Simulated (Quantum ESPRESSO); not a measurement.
```cif
data_HCs
_chemical_formula_sum 'H1 Cs1'
_space_group_name_H-M_alt 'Pm-3m'
_space_group_IT_number 221
_space_group_name_Hall '-P 4 2 3'
_cell_length_a 3.81841
_cell_length_b 3.81841
_cell_length_c 3.81841
_cell_angle_alpha 90.000
_cell_angle_beta 90.000
_cell_angle_gamma 90.000
loop_
_atom_site_label
_atom_site_type_symbol
_atom_site_symmetry_multiplicity
_atom_site_Wyckoff_symbol
_atom_site_fract_x
_atom_site_fract_y
_atom_site_fract_z
_atom_site_occupancy
H1 H 1 b 0.50000 0.50000 0.50000 1
Cs1 Cs 1 a 0.00000 0.00000 0.00000 1
```

The geometry is that of Materials Project entry mp-632319, symmetrised and not relaxed again.

Q: What does norm-conserving LDA (Quantum ESPRESSO, 74 Ry, without SOC) give for the electronic structure near the Fermi level?

A: The LDA gap is indirect, 2.30 eV, from R to X; the smallest direct gap is 2.49 eV. 

The structure is a Materials Project entry; no match was found in the copy of COD used, and its stability was not checked.
